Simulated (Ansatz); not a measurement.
Here is an unrelaxed guess for TaC₂.

```
Ta C
1.0
    -1.78617    1.78617    2.98391
     1.78617   -1.78617    2.98391
     1.78617    1.78617   -2.98391
Ta C
1 2
Direct
  0.00000 0.00000 0.00000
  0.40300 0.40300 0.00000
  0.59700 0.59700 0.00000
```

Level of theory: Ansatz 0.2.0, DFT PBE, scalar-relativistic, plane waves, PAW. Settings: cutoff 420 eV, Γ-centred mesh 6×6×6 on the computed 3-atom cell, Gaussian smearing of 0.10 eV; no spin polarisation.

Energies over the elements count from the elements' standard structures at the same level, with no fitted energy shifts.

Q: How far from equilibrium is it?

A: The pressure is -5.8 GPa (the mean over three directions, positive in compression), the largest force is 16.14 eV/Å, and the energy is +1.36 eV/atom against the elements. The shortest distance is 1.16 Å, so close that the PAW spheres overlap strongly and these values are rough.

Q: Is it a good guess?

A: A rough one: relaxing gains about 0.82 eV/atom (the start's value is from the coarse mesh, so the gain is rough) in 16 ionic steps and ends at +0.54 eV/atom on the finer mesh. The symmetry stays I4/mmm (No. 139). The end has the CaC2 type. The volume per atom shrinks by 22.0 %, from 12.7 to 9.9 Å³. The shortest distance goes from 1.16 Å (C–C) to 1.38 Å (C–C). The ratio c/a of the conventional cell changes by a factor of 1.12. Conventional cell: a = 3.171 Å, c = 5.909 Å. Around Ta lie 10 C at 2.26–2.35 Å; C is surrounded by 1 C at 1.38 Å and 5 Ta at 2.26–2.35 Å.

The last run used a 20×20×20 mesh for its 3-atom cell and Gaussian smearing of 0.10 eV. Spin–orbit coupling, which can matter for Ta, is left out. The cell is a metal run without spin; a magnetic state may lie lower. The reference form of C is held partly by dispersion forces, which this level lacks. The relaxation can't lower the symmetry of the start, and the grade says only how near the guess is to its own end. A later test with randomly moved atoms came back to the same energy, though modes that don't fit the test's cell weren't probed.
